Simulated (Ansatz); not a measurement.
Here is the system:

HfN:
```cif
data_Hf3N3
_chemical_formula_sum 'Hf3 N3'
_space_group_name_H-M_alt 'P 1'
_space_group_IT_number 1
_cell_length_a 4.40462
_cell_length_b 4.40462
_cell_length_c 4.40462
_cell_angle_alpha 90.000
_cell_angle_beta 90.000
_cell_angle_gamma 90.000
loop_
_space_group_symop_operation_xyz
  'x, y, z'
loop_
_atom_site_label
_atom_site_type_symbol
_atom_site_fract_x
_atom_site_fract_y
_atom_site_fract_z
_atom_site_occupancy
Hf1 Hf 0.00000 0.50000 0.50000 1
Hf2 Hf 0.50000 0.00000 0.50000 1
Hf3 Hf 0.50000 0.50000 0.00000 1
N1 N 0.50000 0.00000 0.00000 1
N2 N 0.00000 0.50000 0.00000 1
N3 N 0.00000 0.00000 0.50000 1
```

This is the r²SCAN-relaxed structure.

**Question.** All from DFT-r²SCAN in the program Ansatz with PAW potentials, unless another level is named. Predict the electronic character.

**Answer.** metallic (no gap).

**Question.** And the density of states at the Fermi level?

**Answer.** 0.72 states/eV per atom (mean over ±0.08 eV).

**Question.** Predict the formation energy from the elements (no fitted shifts).

**Answer.** -0.83 eV/atom.

**Question.** And the gap with spin–orbit coupling?

**Answer.** none (metallic).

Space group Pm-3m. The start of the workflow was typed in or built on a structure type; neither database checked (COD, Materials Project) lists it. It is not the phase usual at ambient conditions (space group No. 225). The cell was relaxed with r²SCAN under the symmetry of its start; whether a distortion lowers the energy is not shown. The run is not spin-polarised. With an odd number of electrons in the cell and no spin polarisation, the count alone makes it a metal. The references are the lowest solids computed at this level, not always the standard phases (solids in place of the gases). Scalar-relativistic: spin–orbit coupling is off unless named, which matters more the heavier the elements.

Potentials: the earlier of the program's two PAW sets.
